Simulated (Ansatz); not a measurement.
Relaxed-ion elastic tensor of Os (diamond, space group No. 227) in GPa (Voigt order), PBE in the plane-wave PAW code Ansatz; density 14.74 g/cm³, 21.43 Å³ per atom.

```json
[
 {"": "1", "1": "214", "2": "201", "3": "201", "4": "0.0", "5": "0.0", "6": "0.0"},
 {"": "2", "1": "201", "2": "214", "3": "201", "4": "0.0", "5": "0.0", "6": "0.0"},
 {"": "3", "1": "201", "2": "201", "3": "214", "4": "0.0", "5": "0.0", "6": "0.0"},
 {"": "4", "1": "0.0", "2": "0.0", "3": "0.0", "4": "11.6", "5": "0.0", "6": "0.0"},
 {"": "5", "1": "0.0", "2": "0.0", "3": "0.0", "4": "0.0", "5": "11.6", "6": "0.0"},
 {"": "6", "1": "0.0", "2": "0.0", "3": "0.0", "4": "0.0", "5": "0.0", "6": "11.6"}
]
```

Is the crystal mechanically stable?

Yes: the smallest eigenvalue of C is 11.6 GPa.

Work out the Voigt, Reuss and Hill averages.

K_V = 205, K_R = 205, K_H = 205; G_V = 9.7, G_R = 9.0, G_H = 9.4 GPa.

Give Young's modulus, Poisson's ratio, Pugh's ratio and the universal anisotropy index.

E = 9KG/(3K + G) = 27.7 GPa; ν = 0.48; K/G = 21.92 (ductile by the Pugh limit of 1.75); A_U = 5G_V/G_R + K_V/K_R − 6 = 0.36.

Estimate the sound speeds and the Debye temperature.

v_l = √((K + 4G/3)/ρ) = 3840 m/s, v_t = √(G/ρ) = 797 m/s, mean 911 m/s; Θ = (h/k)(3n/4πV)^(1/3) v_m = 97.6 K.

Give the Zener ratio and Young's modulus along [100], [110] and [111].

A = 2C44/(C11 − C12) = 1.72; 1/E = S11 − 2(S11 − S12 − S44/2)Γ with Γ = 0, 1/4, 1/3 gives 20.1, 29.1, 34.2 GPa.

Space group Fd-3m (diamond). A made-up cell: these elements were put on the sites of a structure type; neither database checked (COD, Materials Project) lists it. It is not the phase usual at ambient conditions (space group No. 194). The PBE relaxation kept the symmetry of its start; of distortions, only those at the zone centre were tested. The run is not spin-polarised. As this level gives no gap, shear constants depend on the k-mesh and smearing (Fermi–Dirac, 0.1 eV here). Scalar-relativistic: spin–orbit coupling is off unless named, which matters more the heavier the elements.

Potentials: the later of the program's two PAW sets.
